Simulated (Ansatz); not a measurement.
YSe:
```cif
data_SeY
_chemical_formula_sum 'Se1 Y1'
_space_group_name_H-M_alt 'P 1'
_space_group_IT_number 1
_cell_length_a 4.02271
_cell_length_b 4.02271
_cell_length_c 4.02271
_cell_angle_alpha 60.000
_cell_angle_beta 60.000
_cell_angle_gamma 60.000
loop_
_space_group_symop_operation_xyz
  'x, y, z'
loop_
_atom_site_label
_atom_site_type_symbol
_atom_site_fract_x
_atom_site_fract_y
_atom_site_fract_z
_atom_site_occupancy
Se1 Se 0.00000 0.00000 0.00000 1
Y1 Y 0.50000 0.50000 0.50000 1
```

Relaxed with PBEsol.

Q: Which orbitals make up the states near the Fermi level in PBEsol in the plane-wave PAW code Ansatz?

A: Within 0.5 eV of the Fermi level: Y 4d 81 %, Se 4p 9 %, outside the projected shells 6 %. Projections are on Löwdin-orthogonalised atomic valence shells; empty p or d shells of many metals are not among them.

Q: Tabulate the density of states.

A: States/eV per cell of 2 atoms, in 0.25 eV bins, energy from the Fermi level.

```
E (eV)  total  Y 4d  Se 4p  Y 5s
------  -----  ----  -----  ----
-7.85    0.00  0.00   0.00  0.00
-7.60    0.00  0.00   0.00  0.00
-7.35    0.00  0.00   0.00  0.00
-7.10    0.00  0.00   0.00  0.00
-6.85    0.19  0.05   0.11  0.03
-6.60    0.55  0.13   0.33  0.08
-6.35    1.05  0.22   0.66  0.14
-6.10    1.71  0.33   1.11  0.22
-5.85    1.88  0.30   1.29  0.22
-5.60    1.34  0.18   1.00  0.11
-5.35    0.76  0.10   0.59  0.04
-5.10    1.87  0.36   1.41  0.02
-4.85    4.82  1.28   3.42  0.02
-4.60    3.66  0.92   2.66  0.01
-4.35    2.41  0.52   1.83  0.01
-4.10    1.83  0.32   1.47  0.00
-3.85    1.13  0.17   0.94  0.00
-3.60    0.48  0.07   0.40  0.00
-3.35    0.25  0.03   0.22  0.00
-3.10    0.08  0.00   0.08  0.00
-2.85    0.00  0.00   0.00  0.00
-2.60    0.00  0.00   0.00  0.00
-2.35    0.00  0.00   0.00  0.00
-2.10    0.06  0.05   0.00  0.00
-1.85    0.16  0.14   0.01  0.00
-1.60    0.24  0.21   0.02  0.00
-1.35    0.32  0.28   0.03  0.00
-1.10    0.41  0.35   0.04  0.00
-0.85    0.51  0.42   0.05  0.00
-0.60    0.61  0.51   0.06  0.01
-0.35    0.76  0.63   0.07  0.01
-0.10    0.96  0.79   0.09  0.02
0.15     1.03  0.83   0.09  0.03
0.40     1.11  0.89   0.09  0.04
0.65     1.31  1.05   0.10  0.05
0.90     1.43  1.15   0.08  0.06
1.15     1.64  1.29   0.08  0.08
1.40     1.73  1.35   0.09  0.10
1.65     2.09  1.66   0.12  0.11
1.90     2.52  2.00   0.14  0.14
2.15     2.88  2.26   0.19  0.18
2.40     3.62  2.81   0.24  0.30
2.65     3.35  2.50   0.23  0.36
2.90     2.65  1.87   0.24  0.28
3.15     4.29  3.08   0.38  0.28
3.40     2.55  1.47   0.30  0.24
3.65     1.97  0.89   0.25  0.19
3.90     1.41  0.54   0.20  0.17
4.15     0.97  0.35   0.14  0.14
4.40     0.84  0.27   0.13  0.14
4.65     0.70  0.21   0.12  0.15
```

Space group Fm-3m (rock salt). The workflow started from an entry of the Crystallography Open Database (COD). Its standing as an ambient phase is unchecked. The PBEsol relaxation kept the symmetry of its start; of distortions, only those at the zone centre were tested. No spin polarisation was allowed. With an odd number of electrons in the cell and no spin polarisation, the count alone makes it a metal. Scalar-relativistic: spin–orbit coupling is off unless named, which matters more the heavier the elements.

Potentials: the later of the program's two PAW sets.
